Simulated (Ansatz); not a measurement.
TiAs:
```
TiAs
1.0
    3.59762     0.00000     0.00000
   -1.79881     3.11563     0.00000
    0.00000     0.00000    11.96727
Ti As
4 4
Direct
  0.33333   0.66667   0.11703
  0.66667   0.33333   0.88297
  0.66667   0.33333   0.61703
  0.33333   0.66667   0.38297
  0.00000   0.00000   0.00000
  0.00000   0.00000   0.50000
  0.33333   0.66667   0.75000
  0.66667   0.33333   0.25000
```

Relaxed with PBEsol. Special points in fractions of this cell's reciprocal vectors: Γ (0.000, 0.000, 0.000); M (0.500, 0.000, 0.000); K (0.333, 0.333, 0.000); A (0.000, 0.000, 0.500); L (0.500, 0.000, 0.500); H (0.333, 0.333, 0.500).

List the band energies nearest the Fermi level at these points for PBEsol with spin–orbit coupling (plane waves, PAW; program Ansatz).

In eV from the Fermi level; about four levels below and three above (degenerate sets whole), none deeper than 8.9 eV; points with the same levels are listed once.

| k | below | above |
|---|---|---|
| Γ | -0.17 -0.17 -0.14 -0.14 | 0.42 0.42 0.44 0.44 |
| M | -1.31 -1.31 -0.79 -0.79 | 0.38 0.38 0.89 0.89 |
| K | -2.74 -2.74 -0.04 -0.04 | 0.54 0.54 0.56 0.56 |
| A | -0.11 -0.11 -0.11 -0.11 -0.10 -0.10 -0.10 -0.10 | 0.72 0.72 0.72 0.72 |
| L | -1.30 -1.30 -1.30 -1.30 | 0.89 0.89 0.89 0.89 |
| H | -2.77 -2.77 -2.76 -2.76 | 0.26 0.26 0.28 0.28 |

Space group P6_3/mmc. The workflow started from a Materials Project entry (that database holds measured and hypothetical structures alike); the Crystallography Open Database files this formula in space group No. 194, but the cells were not matched. Whether it is the stable phase at ambient conditions was not checked. Symmetry was held in the PBEsol relaxation; whether a distortion lowers the energy is not shown. No spin polarisation was allowed.

Potentials: the later of the program's two PAW sets.
